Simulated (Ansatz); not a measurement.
Input:

W₂N:
```cif
data_NW2
_chemical_formula_sum 'N1 W2'
_space_group_name_H-M_alt 'P 1'
_space_group_IT_number 1
_cell_length_a 2.79259
_cell_length_b 2.79259
_cell_length_c 5.41207
_cell_angle_alpha 90.000
_cell_angle_beta 90.000
_cell_angle_gamma 120.000
loop_
_space_group_symop_operation_xyz
  'x, y, z'
loop_
_atom_site_label
_atom_site_type_symbol
_atom_site_fract_x
_atom_site_fract_y
_atom_site_fract_z
_atom_site_occupancy
N1 N 0.00000 0.00000 0.00000 1
W1 W 0.33333 0.66667 0.26923 1
W2 W 0.66667 0.33333 0.73077 1
```

This is the r²SCAN-relaxed structure.

Q: All from plane-wave PAW r²SCAN (Ansatz code), unless another level is named. Predict the electronic character.

A: metallic (no gap).

Q: Predict the density of states at the Fermi level.

A: 0.60 states/eV per atom (mean over ±0.08 eV).

Q: Give the formation energy from the elements (no fitted shifts).

A: 0.048 eV/atom.

Q: And the gap with spin–orbit coupling?

A: none (metallic).

Space group P-3m1 (anti-CdI2 type). A made-up cell: these elements were put on the sites of a structure type; neither database checked (COD, Materials Project) lists it. Whether it is the stable phase at ambient conditions was not checked. Symmetry was held in the r²SCAN relaxation; its stability against distortions is not shown here. The run is not spin-polarised. With an odd number of electrons in the cell and no spin polarisation, the count alone makes it a metal. The references are the lowest solids computed at this level, not always the standard phases (solids in place of the gases). Scalar-relativistic: spin–orbit coupling is off unless named, which matters more the heavier the elements.

Potentials: the earlier of the program's two PAW sets.
